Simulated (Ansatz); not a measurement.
input.yaml

```yaml
crystal:
  lattice:
    - [1.6091769312, -8.0304506632, 0.0]
    - [1.6091769312, 8.0304506632, 0.0]
    - [0.0, 0.0, 5.0655975501]
  atoms:
    - { symbol: Mg, position: [0.1095447889, 0.8904552111, 0.25] }
    - { symbol: Mg, position: [0.7733469429, 0.2266530571, 0.25] }
    - { symbol: Mg, position: [0.8904552111, 0.1095447889, 0.75] }
    - { symbol: Mg, position: [0.2266530571, 0.7733469429, 0.75] }
    - { symbol: Sc, position: [0.4416159565, 0.5583840435, 0.25] }
    - { symbol: Sc, position: [0.5583840435, 0.4416159565, 0.75] }
basis:
  ecutwfc: 500
kpoints:
  mp_grid: { grid: [12, 12, 8] }
hamiltonian:
  xc: r2scan
scf:
  occupations: { method: gaussian, width: 0.1 }
output:
  forces: true
  stress: true
  eigenvalues: true
relax:
  adjacent_minimum: "off"
  f_tol: 0.01
  max_steps: 30
  cell: { stress_tol: 0.1, fix: [volume] }
```

It can be run as
```bash
ansatz run input.yaml --threads 1 --pin off --backend cpu --events-out ev --progress --plain --runs-dir out  # memory cap (--max-ram) not shown
```

Method: Ansatz 0.2.0, DFT r2SCAN, scalar-relativistic, plane waves, PAW.

From the run's log, abridged (final results; tables in files aren't shown):

```
SCF 4 converged in 3 iterations: F = -11986.898887 eV  dr2 = 1.57e-10
SCF converged after 3 iterations
Free energy (F): -11986.898887 eV
Harris-Foulkes:  -11986.898887 eV  (|F-HF|=6.55e-11)
Internal energy: -11986.873531 eV  (E = F + TS)
E sigma→0 (E₀):  -11986.886209 eV
Entropy (-TS):   -0.025356 eV (-4.226 meV/atom)
Fermi energy:    7.509625 eV
--- Per-component energies (eV) ---
  E_band       = -1794.905239
  E_kinetic    = 821.113069
  E_local      = -7988.215556  (includes V_loc(G=0)·N_el)
  E_nonlocal   = 547.709643
  E_hartree    = 2823.691310
  E_xc         = -307.475963
  E_vxc        = -438.480798  (∫ρ·V_xc dr)
  E_paw        = -3111.560048  (= ΣΔE_a)
  E_vpaw       = -413.063331  (= ΣTr[D̂ρ^β])
  E_aug_tail   = 0.000004  (compensation charges beyond the density's cutoff)
  E_vtau       = 28.648492  (kinetic-family band-sum trace: ∫τ·v_τ [+ j·A + Jᵃ·Aᵃ] dr)
  E_ewald      = -4771.554172
  E_core_change = -0.581816  (= ΣΔE_core)
  E_smearing   = -0.025356  (= −TS)
--- Forces (eV/Å), atoms counted from 1 ---
  atom   1  Mg     0.00000000     0.00148195     0.00000000
  atom   2  Mg     0.00000000     0.00152163     0.00000000
  atom   3  Mg     0.00000000    -0.00148195     0.00000000
  atom   4  Mg     0.00000000    -0.00152163     0.00000000
  atom   5  Sc     0.00000000     0.00206212     0.00000000
  atom   6  Sc     0.00000000    -0.00206212     0.00000000
--- Stress (GPa, compression-positive) ---
        3.200058       0.000000       0.000000
        0.000000       3.171969       0.000000
        0.000000       0.000000       3.189854
  P = ⅓ Tr σ = 3.1873 GPa (31.873 kbar)
--- Band table (eV; the first three rows and the last of 215) ---
  k-point 0: bands = ["-71.0111", "-71.0079", "-70.5613", "-70.5613", "-44.3135", "-44.2827", "-36.1282", "-36.1106", "-36.1021", "-36.1002", "-36.1000", "-36.0951", "-35.6664", "-35.6659", "-35.6579", "-35.6578", "-35.6541", "-35.6541", "-22.0632", "-21.9817", "-21.8997", "-21.8841", "-21.8157", "-21.7881", "0.5156", "3.0397", "3.2240", "5.9164", "6.2136", "7.3824", "7.5128", "7.5563", "7.6752", "8.3212", "9.4102", "9.8661", "10.0881", "10.2782"]
  k-point 1: bands = ["-71.0110", "-71.0081", "-70.5613", "-70.5613", "-44.3124", "-44.2838", "-36.1272", "-36.1102", "-36.1018", "-36.1011", "-36.1006", "-36.0954", "-35.6664", "-35.6659", "-35.6578", "-35.6578", "-35.6541", "-35.6541", "-22.0626", "-21.9882", "-21.8969", "-21.8817", "-21.8146", "-21.7892", "0.6170", "3.1197", "3.3227", "5.0743", "6.5087", "6.8779", "7.3763", "7.7391", "7.9314", "8.5803", "9.3799", "9.8349", "10.0518", "10.3717"]
  k-point 2: bands = ["-71.0107", "-71.0084", "-70.5613", "-70.5613", "-44.3090", "-44.2872", "-36.1241", "-36.1091", "-36.1041", "-36.1017", "-36.1011", "-36.0962", "-35.6663", "-35.6659", "-35.6578", "-35.6577", "-35.6541", "-35.6541", "-22.0598", "-22.0040", "-21.8898", "-21.8770", "-21.8116", "-21.7922", "0.9184", "3.3043", "3.6147", "4.0879", "6.0723", "6.1554", "7.4238", "7.8732", "8.0885", "9.1660", "9.1842", "9.7830", "9.9627", "10.3354"]
  k-point 214: bands = ["-71.0096", "-71.0096", "-70.5613", "-70.5613", "-44.2981", "-44.2981", "-36.1141", "-36.1141", "-36.1054", "-36.1054", "-36.0987", "-36.0987", "-35.6661", "-35.6661", "-35.6577", "-35.6577", "-35.6541", "-35.6541", "-22.0402", "-22.0402", "-21.8761", "-21.8761", "-21.8019", "-21.8019", "2.3776", "2.3776", "3.2315", "3.2315", "6.6774", "6.6774", "7.1067", "7.1067", "8.2524", "8.2524", "9.7621", "9.7621", "9.7934", "9.7934"]
--- Relaxed structure (3 steps of the walk, 3 accepted, 1 SCFs on fresh bases) ---
  F+E_penalty+E_count = -11986.89888715 eV   max|allowed force component| = 2.062e-3 eV/Å   (the final SCF, on the basis selected at the relaxed cell)
  cell:  # Å, volume = 130.9195 Å³
    - [1.60998843, -8.02841978, 0.0]
    - [1.60998843, 8.02841978, 0.0]
    - [0.0, 0.0, 5.06432501]
  atoms:
    - { symbol: Mg, position: [0.10992258, 0.89007741, 0.25] }
    - { symbol: Mg, position: [0.77292620, 0.22707379, 0.25] }
    - { symbol: Mg, position: [0.89007741, 0.10992258, 0.75] }
    - { symbol: Mg, position: [0.22707379, 0.77292620, 0.75] }
    - { symbol: Sc, position: [0.44154079, 0.55845920, 0.25] }
    - { symbol: Sc, position: [0.55845920, 0.44154079, 0.75] }
```

The relaxation met its thresholds.